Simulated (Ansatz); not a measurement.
CdInNO:
```
CELL_PARAMETERS angstrom
      3.56976     0.00000     0.00000
     -1.78488     3.09151     0.00000
      0.00000     0.00000     5.76568
ATOMIC_POSITIONS crystal
  In 0.33333 0.66667 0.50756
  Cd 0.66667 0.33333 0.99429
  O  0.33333 0.66667 0.13919
  N  0.66667 0.33333 0.60895
```

Relaxed with r²SCAN. Special points in fractions of this cell's reciprocal vectors: Γ (0.000, 0.000, 0.000); M (0.500, 0.000, 0.000); K (0.333, 0.333, 0.000); A (0.000, 0.000, 0.500); L (0.500, 0.000, 0.500); H (0.333, 0.333, 0.500).

List the band energies nearest the Fermi level at these points for the program Ansatz at the r²SCAN with spin–orbit coupling level (PAW).

In eV from the Fermi level; about four levels below and three above (degenerate sets whole), none deeper than 8.9 eV; points with the same levels are listed once.

```tsv
k	below	above
Γ	-0.02 -0.02 -0.01 -0.01	3.72 3.72 7.12 7.12
M	-1.29 -1.29 -0.96 -0.96	4.34 4.34 5.71 5.71
K	-1.89 -1.89 -1.47 -1.45	6.24 6.24 6.27
A	-0.16 -0.16 -0.14 -0.14	2.14 2.14 3.00 3.00
L	-1.43 -1.43 -0.93 -0.93	4.18 4.18 4.45 4.45
H	-1.93 -1.92 -0.70 -0.69	5.70 5.79 6.38
```

Space group P3m1. The start of the workflow was typed in or built on a structure type; neither database checked (COD, Materials Project) lists it. Its standing as an ambient phase is unchecked. The cell was relaxed with r²SCAN under the symmetry of its start; whether a distortion lowers the energy is not shown. The Fermi level of a semimetal is unsure by some 0.05 eV on such meshes.

Potentials: the earlier of the program's two PAW sets.
